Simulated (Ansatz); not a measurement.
Input and command of a calculation in Ansatz (plane waves; scalar-relativistic PAW potentials unless the input names others):

```yaml
crystal:
  lattice:
    - [3.615, 0.0, 0.0]
    - [0.0, 1.8075, -1.8075]
    - [0.0, 7.5835533906, 7.5835533906]
  atoms:
    - { symbol: Cu, position: [0.0, 0.0, 0.8937927448] }
    - { symbol: Cu, position: [0.5, 0.5, 0.059586183] }
    - { symbol: Cu, position: [0.0, 0.0, 0.178758549] }
    - { symbol: Cu, position: [0.5, 0.5, 0.2979309149] }
    - { symbol: Cu, position: [0.0, 0.0, 0.4171032809] }
    - { symbol: Cu, position: [0.5, 0.5, 0.5362756469] }
    - { symbol: Cu, position: [0.0, 0.0, 0.6554480128] }
    - { symbol: Cu, position: [0.5, 0.5, 0.7746203788] }
basis:
  ecutwfc: "14.7 Ry"
kpoints:
  mp_grid: { grid: [13, 18, 5] }
hamiltonian:
  xc: r2scan
scf:
  occupations: { method: gaussian, width: 0.15 }
output:
  forces: true
  eigenvalues: true
  stress: true
```

```bash
ansatz run input.yaml --threads 2 --pin off --max-ram 5120MiB --backend cpu --events-out ev --progress --plain --runs-dir out
```

Abridged log:
```
Warning: basis.ecutwfc = 200.00368890 eV is below the records' recommended 500 eV, and the density's cutoff is lower with it unless basis.ecutrho_ratio is high enough to keep the records' density cutoff: compare with a run at a higher cutoff
Basis set: ecut = 200.00368890 eV, 617 PW (Γ), exchange–correlation on 72×48×200 points (64 copies of the dense FFT grid, shifted against one another)
Bands: 92, of which v1, the nominal top of the filled ones, is band 76 counted from 1 (75 counted from 0)
Symmetry: 8 space group operations
k-points: 210 of 1170
SCF iter   1: F=—  HF=-52944.017589 eV  |F-HF|=—  |Δ(HF+E_count)|=         —  Δρ=1.87e-1  dr2=1.26e1  dr2_τ=1.96e0  ethr=1.77e-3  ⟨swp⟩=4.7  Hψ=56633  notcnv=0  defer=95
SCF iter   2: F=—  HF=-52928.007318 eV  |F-HF|=—  |Δ(HF+E_count)|=    1.60e1  Δρ=1.70e-1  dr2=1.85e1  dr2_τ=6.22e-2  ethr=1.77e-3  ⟨swp⟩=3.0  Hψ=46631  notcnv=0  defer=2066
SCF iter   3: F=—  HF=-52928.167417 eV  |F-HF|=—  |Δ(HF+E_count)|=   1.60e-1  Δρ=9.13e-2  dr2=6.26e0  dr2_τ=1.01e-1  ethr=1.77e-3  ⟨swp⟩=2.6  Hψ=35650  notcnv=0  defer=2116
SCF iter   4: F=—  HF=-52926.554296 eV  |F-HF|=—  |Δ(HF+E_count)|=    1.61e0  Δρ=1.83e-2  dr2=1.15e-1  dr2_τ=7.55e-3  ethr=1.77e-3  ⟨swp⟩=2.0  Hψ=31248  notcnv=0  defer=2126
SCF iter   5: F=—  HF=-52926.749158 eV  |F-HF|=—  |Δ(HF+E_count)|=   1.95e-1  Δρ=3.00e-3  dr2=1.73e-2  dr2_τ=1.32e-4  ethr=7.58e-5  ⟨swp⟩=2.0  Hψ=36549  notcnv=0  defer=2123
SCF iter   6: F=—  HF=-52926.751671 eV  |F-HF|=—  |Δ(HF+E_count)|=   2.51e-3  Δρ=1.54e-3  dr2=4.23e-3  dr2_τ=1.56e-5  ethr=1.14e-5  ⟨swp⟩=1.8  Hψ=19560  notcnv=0  defer=2123
SCF iter   7: F=—  HF=-52926.751877 eV  |F-HF|=—  |Δ(HF+E_count)|=   2.06e-4  Δρ=1.40e-3  dr2=3.02e-3  dr2_τ=9.63e-6  ethr=2.78e-6  ⟨swp⟩=2.0  Hψ=26112  notcnv=0  defer=2123
SCF iter   8: F=—  HF=-52926.751534 eV  |F-HF|=—  |Δ(HF+E_count)|=   3.43e-4  Δρ=2.91e-4  dr2=3.37e-4  dr2_τ=2.39e-6  ethr=1.98e-6  ⟨swp⟩=2.3  Hψ=25383  notcnv=0  defer=2123
SCF iter   9: F=—  HF=-52926.751558 eV  |F-HF|=—  |Δ(HF+E_count)|=   2.45e-5  Δρ=1.57e-4  dr2=1.55e-5  dr2_τ=1.99e-7  ethr=2.22e-7  ⟨swp⟩=1.7  Hψ=17747  notcnv=0  defer=2123
SCF iter  10: F=—  HF=-52926.751596 eV  |F-HF|=—  |Δ(HF+E_count)|=   3.74e-5  Δρ=9.22e-5  dr2=8.32e-6  dr2_τ=3.51e-8  ethr=1.02e-8  ⟨swp⟩=2.0  Hψ=30106  notcnv=0  defer=2123
SCF iter  11: F=—  HF=-52926.751595 eV  |F-HF|=—  |Δ(HF+E_count)|=   8.19e-7  Δρ=2.89e-5  dr2=1.17e-6  dr2_τ=1.70e-8  ethr=5.48e-9  ⟨swp⟩=2.0  Hψ=25472  notcnv=0  defer=2123
SCF iter  12: F=-52926.751595 eV  HF=-52926.751595 eV  |F-HF|=2.17e-8  |Δ(HF+E_count)|=   4.74e-7  Δρ=6.42e-6  dr2=5.60e-8  dr2_τ=8.24e-10  ethr=6.58e-11  ⟨swp⟩=6.3  Hψ=83238  notcnv=0
SCF 1 converged in 12 iterations: F = -52926.751595 eV  dr2 = 5.60e-8
SCF converged after 12 iterations
Free energy (F): -52926.751595 eV
Harris-Foulkes:  -52926.751595 eV  (|F-HF|=2.17e-8)
Internal energy: -52926.729185 eV  (E = F + TS)
E sigma→0 (E₀):  -52926.740390 eV
Entropy (-TS):   -0.022411 eV (-2.801 meV/atom)
Fermi energy:    14.825192 eV
--- Forces (eV/Å), atoms counted from 1 ---
  atom   1  Cu     0.00000000    -0.45994465    -0.45994465
  atom   2  Cu     0.00000000     0.45994465     0.45994465
  atom   3  Cu     0.00000000     0.27821231     0.27821231
  atom   4  Cu     0.00000000     0.04216074     0.04216074
  atom   5  Cu     0.00000000     0.00231832     0.00231832
  atom   6  Cu     0.00000000    -0.00231832    -0.00231832
  atom   7  Cu     0.00000000    -0.04216074    -0.04216074
  atom   8  Cu     0.00000000    -0.27821231    -0.27821231
--- Stress (GPa, compression-positive) ---
      -19.000821       0.000000       0.000000
        0.000000     -17.906912       1.247968
        0.000000       1.247968     -17.906912
  P = ⅓ Tr σ = -18.2715 GPa (-182.715 kbar)
```

Apart from outputs and empty bands, the input differs from a reference run on usual settings in basis.ecutwfc: 420 → "14.7 Ry"; hamiltonian.xc: "pbesol" → "r2scan". The reference, at the same geometry (not necessarily relaxed), gave pressure -9.76 GPa, largest force 0.673 eV/Å, no gap on the mesh. This run converged in 12 SCF iterations (reference: 9) with a total energy on another zero, pressure -18.27 GPa, largest force 0.650 eV/Å, no gap on the mesh. Its cutoff is looser than usual. The Hamiltonian differs as well, so the change in the result can't be put down to that alone.

Time: 21 s on 2 threads of Intel(R) Xeon(R) 6975P-C (Granite Rapids) (shared host), peak memory 0.77 GiB.